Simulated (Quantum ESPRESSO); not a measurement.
Be2C: magnetic shieldings

```xyz
3
Lattice="0.0000 2.1623 2.1623 2.1623 0.0000 2.1623 2.1623 2.1623 0.0000" Properties=species:S:1:pos:R:3 pbc="T T T"
Be     3.2434     3.2434     3.2434
Be     1.0811     1.0811     1.0811
C      0.0000     0.0000     0.0000
```
Geometry: a computed entry of the Materials Project; it was not checked against measured cells. It is Be2C in Fm-3m; whether this form has been observed was not checked. Stability against distortions was not tested.

Shieldings are absolute and leave out the bulk-susceptibility term; a larger σ means a smaller chemical shift. By our sweeps, such settings leave a few ppm in absolute σ. Static lattice: thermal averaging is not included.

Q: What do the calculations give at each independent site (shieldings by PBE GIPAW (a modified build of Quantum ESPRESSO, JTH PAW datasets), 20 Ha, k-mesh 10×10×10 shifted, f-sum rule met within 0.001 %)?

A: 
| site | site symmetry | σ_iso (ppm) |
|---|---|---|
| Be (atoms 1, 2) | -43m | 91 |
| C (atom 3) | m-3m | 234 |
